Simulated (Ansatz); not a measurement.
**Eigenvalues along a path: HfC**

```xyz
2
Lattice="0.0000 2.1950 2.1950 2.1950 0.0000 2.1950 2.1950 2.1950 0.0000" Properties=species:S:1:pos:R:3 pbc="T T T"
Hf    0.0000    0.0000    0.0000
C     2.1950    2.1950    2.1950
```

The base volume is that of a database entry, with shape and atoms relaxed on PAW files at held volume, so it needn't be at zero pressure; the structure needn't be the stable phase, at rest or compressed.

All numbers are PBE results (scalar-relativistic) from Ansatz 0.2.0, with a Γ-centred 13×13×13 k mesh, Fermi–Dirac smearing of 0.05 eV, no spin polarisation. Methods: LAPW: all electrons, basis error target 1 meV/atom.

This run: volume at 0.85 of the series' base cell.

Spin–orbit coupling is left out, which matters for the heavy atoms.

Path points, in fractions of the reciprocal vectors: Γ (0.000, 0.000, 0.000), X (0.500, 0.000, 0.500), U (0.625, 0.250, 0.625), K (0.375, 0.375, 0.750), L (0.500, 0.500, 0.500), W (0.500, 0.250, 0.750). The distance column jumps between branches of the path. Levels in eV from the Fermi level; bands 14 to 27, counted from the lowest band of the run. The gap is zero, the pressure 57.1 GPa.

```
# k(1/Å) point b14 b15 b16 b17 b18 b19 b20 b21 b22 b23 b24 b25 b26 b27
0.000 Γ -13.27 -10.48 -10.48 -10.48 -10.46 -10.32 -10.32 -10.32 1.12 1.12 1.12 1.26 1.26 1.26
0.239 - -12.97 -10.47 -10.47 -10.47 -10.46 -10.32 -10.32 -10.32 -0.68 0.20 0.20 0.86 2.61 2.61
0.477 - -12.22 -10.46 -10.46 -10.44 -10.44 -10.34 -10.34 -10.34 -2.87 -0.34 -0.34 -0.06 4.29 4.34
0.716 - -11.48 -10.43 -10.43 -10.41 -10.36 -10.36 -10.36 -10.32 -4.17 -1.05 -0.47 -0.47 4.86 6.12
0.954 - -11.23 -10.42 -10.42 -10.39 -10.39 -10.37 -10.37 -10.24 -4.08 -1.86 -0.30 -0.30 5.49 7.48
1.193 - -11.31 -10.42 -10.42 -10.40 -10.37 -10.37 -10.36 -10.32 -3.03 -2.39 -0.02 -0.02 6.00 8.01
1.431 X -11.39 -10.42 -10.42 -10.41 -10.37 -10.36 -10.36 -10.36 -2.57 -2.39 0.11 0.11 6.21 8.05
1.516 - -11.36 -10.42 -10.42 -10.41 -10.37 -10.36 -10.36 -10.36 -2.60 -2.41 0.01 0.13 6.36 8.01
1.600 - -11.29 -10.42 -10.42 -10.41 -10.37 -10.36 -10.35 -10.34 -2.69 -2.44 -0.26 0.20 6.78 7.90
1.684 - -11.19 -10.43 -10.41 -10.41 -10.37 -10.36 -10.35 -10.31 -2.88 -2.50 -0.65 0.37 7.40 7.71
1.769 - -11.06 -10.43 -10.41 -10.41 -10.37 -10.36 -10.35 -10.24 -3.17 -2.58 -1.08 0.66 7.45 7.65
1.853 - -10.94 -10.43 -10.41 -10.40 -10.37 -10.36 -10.35 -10.14 -3.54 -2.66 -1.52 1.09 7.14 7.43
1.937 U -10.84 -10.44 -10.40 -10.39 -10.38 -10.35 -10.35 -9.98 -3.97 -2.75 -1.94 1.65 6.77 7.18
2.814 K -10.84 -10.44 -10.40 -10.39 -10.38 -10.35 -10.35 -9.98 -3.97 -2.75 -1.94 1.65 6.77 7.18
3.067 - -10.73 -10.43 -10.39 -10.39 -10.37 -10.36 -10.34 -9.36 -5.22 -2.92 -2.91 3.95 5.50 6.29
3.320 - -10.75 -10.42 -10.41 -10.38 -10.37 -10.37 -10.33 -9.41 -5.45 -3.27 -2.83 4.16 5.27 6.26
3.573 - -11.05 -10.43 -10.40 -10.40 -10.40 -10.36 -10.33 -10.19 -4.27 -2.91 -2.33 2.97 4.27 5.70
3.826 - -12.05 -10.45 -10.45 -10.44 -10.43 -10.36 -10.34 -10.32 -2.48 -1.86 -1.39 2.04 3.31 3.79
4.079 - -12.93 -10.48 -10.47 -10.47 -10.45 -10.33 -10.32 -10.32 -0.50 -0.23 -0.14 1.46 2.32 2.34
4.332 Γ -13.27 -10.48 -10.48 -10.48 -10.46 -10.32 -10.32 -10.32 1.12 1.12 1.12 1.26 1.26 1.26
4.538 - -13.04 -10.48 -10.47 -10.47 -10.46 -10.32 -10.32 -10.32 -0.20 0.14 0.14 1.68 1.68 2.17
4.745 - -12.41 -10.47 -10.45 -10.45 -10.44 -10.34 -10.34 -10.32 -1.78 -1.14 -1.14 2.33 2.33 2.79
4.952 - -11.53 -10.43 -10.42 -10.42 -10.40 -10.36 -10.36 -10.31 -3.36 -2.25 -2.25 3.32 3.32 3.37
5.158 - -10.85 -10.40 -10.40 -10.40 -10.37 -10.37 -10.31 -9.97 -4.83 -3.09 -3.09 4.20 4.53 4.53
5.365 - -10.71 -10.41 -10.41 -10.39 -10.35 -10.35 -10.31 -8.93 -6.18 -3.60 -3.60 5.43 5.68 5.68
5.571 L -10.69 -10.41 -10.41 -10.38 -10.34 -10.34 -10.31 -8.09 -7.08 -3.78 -3.78 6.21 6.21 6.79
5.740 - -10.70 -10.42 -10.41 -10.38 -10.34 -10.34 -10.32 -8.26 -6.89 -3.68 -3.65 5.58 6.12 6.67
5.909 - -10.70 -10.42 -10.41 -10.38 -10.35 -10.34 -10.33 -8.68 -6.38 -3.41 -3.37 4.84 5.55 6.77
6.077 - -10.72 -10.43 -10.41 -10.37 -10.36 -10.35 -10.35 -9.15 -5.64 -3.12 -3.04 4.36 4.78 7.12
6.246 - -10.74 -10.43 -10.41 -10.38 -10.37 -10.36 -10.35 -9.54 -4.80 -2.97 -2.73 4.15 4.22 7.56
6.415 - -10.77 -10.43 -10.41 -10.40 -10.37 -10.37 -10.35 -9.79 -3.98 -2.91 -2.71 4.06 4.10 7.93
6.583 W -10.78 -10.43 -10.41 -10.41 -10.37 -10.37 -10.36 -9.87 -3.50 -2.90 -2.90 4.09 4.09 8.08
6.703 - -10.81 -10.43 -10.41 -10.41 -10.37 -10.37 -10.36 -9.93 -3.29 -2.94 -2.82 3.12 5.09 8.07
6.822 - -10.89 -10.43 -10.41 -10.41 -10.37 -10.37 -10.36 -10.09 -2.92 -2.71 -2.71 2.20 6.04 8.07
6.941 - -11.04 -10.42 -10.42 -10.41 -10.37 -10.37 -10.36 -10.23 -2.85 -2.60 -1.89 1.39 6.88 7.74
7.061 - -11.21 -10.42 -10.42 -10.41 -10.37 -10.36 -10.36 -10.31 -2.73 -2.49 -0.98 0.73 7.11 7.52
7.180 - -11.34 -10.42 -10.42 -10.41 -10.37 -10.36 -10.36 -10.35 -2.62 -2.42 -0.21 0.28 6.49 7.92
7.299 X -11.39 -10.42 -10.42 -10.41 -10.37 -10.36 -10.36 -10.36 -2.57 -2.39 0.11 0.11 6.21 8.05
```
